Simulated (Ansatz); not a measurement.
Relaxed-ion elastic tensor of TiFe (CsCl type, space group No. 221) in GPa (Voigt order), plane-wave PAW PBEsol (Ansatz code); density 6.94 g/cm³, 12.40 Å³ per atom.

```
 408   111   111   0.0   0.0   0.0
 111   408   111   0.0   0.0   0.0
 111   111   408   0.0   0.0   0.0
 0.0   0.0   0.0  76.9   0.0   0.0
 0.0   0.0   0.0   0.0  76.9   0.0
 0.0   0.0   0.0   0.0   0.0  76.9
```

Is the crystal mechanically stable?

Yes: the smallest eigenvalue of C is 76.9 GPa.

Work out the Voigt, Reuss and Hill averages.

K_V = 210, K_R = 210, K_H = 210; G_V = 105, G_R = 95.3, G_H = 100 GPa.

Give Young's modulus, Poisson's ratio, Pugh's ratio and the universal anisotropy index.

E = 9KG/(3K + G) = 260 GPa; ν = 0.29; K/G = 2.09 (ductile by the Pugh limit of 1.75); A_U = 5G_V/G_R + K_V/K_R − 6 = 0.54.

Estimate the sound speeds and the Debye temperature.

v_l = √((K + 4G/3)/ρ) = 7040 m/s, v_t = √(G/ρ) = 3800 m/s, mean 4240 m/s; Θ = (h/k)(3n/4πV)^(1/3) v_m = 546 K.

Give the Zener ratio and Young's modulus along [100], [110] and [111].

A = 2C44/(C11 − C12) = 0.52; 1/E = S11 − 2(S11 − S12 − S44/2)Γ with Γ = 0, 1/4, 1/3 gives 360, 230, 206 GPa.

Solve the Christoffel equation for the three sound speeds along [100], [110], [111].

Eigenvalues of C_ijkl n_j n_l equal ρv². In km/s, slowest first: [100] 3.33, 3.33, 7.66; [110] 3.33, 4.62, 6.96; [111] 4.23, 4.23, 6.71.

Space group Pm-3m (CsCl type). The workflow started from an entry of the Crystallography Open Database (COD). Whether it is the stable phase at ambient conditions was not checked. The cell was relaxed with PBEsol under the symmetry of its start; of distortions, only those at the zone centre were tested. The workflow began spin-polarised and lost its moments. As this level gives no gap, shear constants depend on the k-mesh and smearing (Fermi–Dirac, 0.1 eV here).

Potentials: the later of the program's two PAW sets.
